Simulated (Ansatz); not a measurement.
Tl:
```
Tl
1.0
    0.00000     3.43772     3.43772
    3.43772     0.00000     3.43772
    3.43772     3.43772     0.00000
Tl
2
Direct
  0.00000   0.00000   0.00000
  0.25000   0.25000   0.25000
```

This is the PBEsol-relaxed structure.

Task: All from plane-wave PAW PBEsol (Ansatz code), unless another level is named. Predict the highest zone-centre frequency.

Result: 82 cm^-1.

Task: Next, the bulk modulus (Birch–Murnaghan fit)?

Result: 19.4 GPa.

Space group Fd-3m (diamond). The start of the workflow was typed in or built on a structure type; neither database checked (COD, Materials Project) lists it. It is not the phase usual at ambient conditions (space group No. 194). Symmetry was held in the PBEsol relaxation. At this level the phase is mechanically unstable. As this level gives no gap, phonon frequencies hold no LO–TO term and depend on the k-mesh and smearing (Fermi–Dirac, 0.1 eV here). Scalar-relativistic: spin–orbit coupling is off unless named, which matters more the heavier the elements.

Potentials: the later of the program's two PAW sets.
